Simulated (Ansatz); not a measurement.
## diamond against fcc along group 15

These are results of DFT, LDA (PW92), plane waves (420 eV) with PAW, scalar-relativistic (Ansatz 0.2.0), not measurements. (PAW data from PBE, frozen cores regenerated.)

Each structure is relaxed within its symmetry, in the lowest magnetic state of the tried starts. Differences under about 8 meV lie within the error of the k-point mesh.

| element | E(diamond) − E(fcc) (meV/atom) | V(diamond) (Å³/atom) | V(fcc) (Å³/atom) | state of diamond | state of fcc |
| --- | --- | --- | --- | --- | --- |
| P | -183 | 19.04 | 13.86 | spin not included | spin not included |
| As | ? | ? | ? | ? | ? |
| Sb | 120 | 39.70 | 25.71 | spin not included | spin not included |
| Bi | 133 | 44.91 | 29.53 | spin not included | spin not included |

Fill in the row of As.

E(diamond) − E(fcc) (meV/atom): -97; V(diamond) (Å³/atom): 26.55; V(fcc) (Å³/atom): 18.15; state of diamond: spin not included; state of fcc: spin not included.
